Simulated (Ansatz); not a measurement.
**MgFe4P4O16 — quadrupolar parameters**

The cell is a Materials Project structure (computed, not necessarily an observed phase).

```cif
data_MgFe4P4O16
_symmetry_space_group_name_H-M 'P-1'
_symmetry_Int_Tables_number 2
_cell_length_a 4.8859
_cell_length_b 5.9900
_cell_length_c 10.1644
_cell_angle_alpha 90.078
_cell_angle_beta 92.239
_cell_angle_gamma 90.464
loop_
_atom_site_label
_atom_site_type_symbol
_atom_site_symmetry_multiplicity
_atom_site_Wyckoff_symbol
_atom_site_fract_x
_atom_site_fract_y
_atom_site_fract_z
Mg Mg 1 a 0.0000 0.0000 0.0000
Fe2 Fe 2 i 0.4800 0.2557 0.7649
Fe3 Fe 2 i 0.9691 0.7460 0.7091
P6 P 2 i 0.5900 0.2456 0.0990
P7 P 2 i 0.0803 0.7533 0.4060
O10 O 2 i 0.1764 0.7517 0.5526
O11 O 2 i 0.7238 0.7738 0.8881
O12 O 2 i 0.2437 0.9596 0.8381
O13 O 2 i 0.2767 0.5591 0.8216
O14 O 2 i 0.3212 0.7593 0.0457
O18 O 2 i 0.2087 0.5472 0.3321
O20 O 2 i 0.7713 0.7526 0.3927
O24 O 2 i 0.7865 0.0421 0.6675
```

One atom of each set is listed.

Method: Kohn–Sham DFT in Ansatz, PBE, plane waves and PAW, scalar-relativistic, collinear spin, 420 eV cutoff, Γ-centred 7×6×4 k-points, Fermi–Dirac smearing 0.05 eV. Start moments as typed (μB): 3 on each Fe, none on the rest.

V_zz is the principal component of the electric field gradient with the largest magnitude, η = (V_xx − V_yy)/V_zz and C_Q = eQV_zz/h.

²⁵Mg: I = 5/2, Q = 199.4 mb; O-17: I = 5/2, Q = -25.58 mb. Quadrupole moments are those of Pyykkö's year-2017 table.

```
site  atoms                                         first shell  V_xx, V_yy, V_zz (10²¹ V/m²)     η  C_Q (MHz)
  Mg      1                                  6 O at 2.08–2.19 Å            0.043, 1.56, -1.60  0.95      -7.73
 Fe2      2                                  6 O at 1.98–2.25 Å            -1.43, -5.85, 7.28  0.61          –
 Fe3      2                                  6 O at 1.92–2.23 Å             1.36, 3.13, -4.49  0.40          –
  P6      2                                  4 O at 1.55–1.60 Å            -0.83, -1.51, 2.34  0.29          –
  P7      2                                  4 O at 1.51–1.59 Å            0.093, 1.92, -2.01  0.91          –
 O10      2           1 P at 1.54 Å, 1 Fe at 1.92 Å, angle 130°            -4.07, -5.34, 9.41  0.14      -5.82
 O11      2       1 P at 1.55 Å, 1 Mg at 2.19 Å, 1 Fe at 2.22 Å            -3.18, -6.54, 9.72  0.35      -6.01
 O12      2  1 P at 1.60 Å, 1 Mg at 2.08 Å, 2 Fe at 2.23–2.25 Å            -1.99, -5.22, 7.21  0.45      -4.46
 O13      2                       1 P at 1.55 Å, 2 Fe at 2.17 Å            -0.60, -7.14, 7.74  0.85      -4.79
 O14      2       1 P at 1.55 Å, 1 Fe at 2.12 Å, 1 Mg at 2.18 Å            -2.28, -6.68, 8.96  0.49      -5.54
 O18      2                  1 P at 1.59 Å, 2 Fe at 1.99–2.18 Å            -0.76, -7.66, 8.42  0.82      -5.21
 O20      2           1 P at 1.51 Å, 1 Fe at 1.98 Å, angle 131°            -2.71, -5.79, 8.50  0.36      -5.26
 O24      2                  1 P at 1.58 Å, 2 Fe at 2.03–2.24 Å            -0.69, -7.62, 8.31  0.83      -5.14
```

At O11, O12 and O14 V_zz points along its shortest bond, to P (within 5°) in each case. At O10 and O20 V_zz points along the shorter of its two bonds, to P (within 12°) in each case.

Fe, P have no stable isotope with a ground-state quadrupole moment in the table, so no C_Q is given.

The largest force is 1.4 eV/Å, so the atoms aren't at the calculated equilibrium and relaxing them would move these values. Runs of this kind can end above the lowest electronic state. The run finds no gap above 0.1 eV (a metal, or nearly one), so the gradients can move by 10 % or more with the k-mesh. Semilocal functionals can leave a metal where correlation in the d or f shell opens a gap in the real compound, and that would change the values at and beside Fe. With these PAW files V_zz is typically within 2 to 3 % of all-electron values, but misses above 10 % occur on Fe. All moments are parallel here, as the start or the cell imposes; many such compounds order antiparallel, where fields and spin densities carried over to other atoms largely cancel. The magnetic order is the one that the run reached from its start moments, not necessarily the measured one; the program found signs of a lower order. Where η is near 1 the sign of V_zz means little.
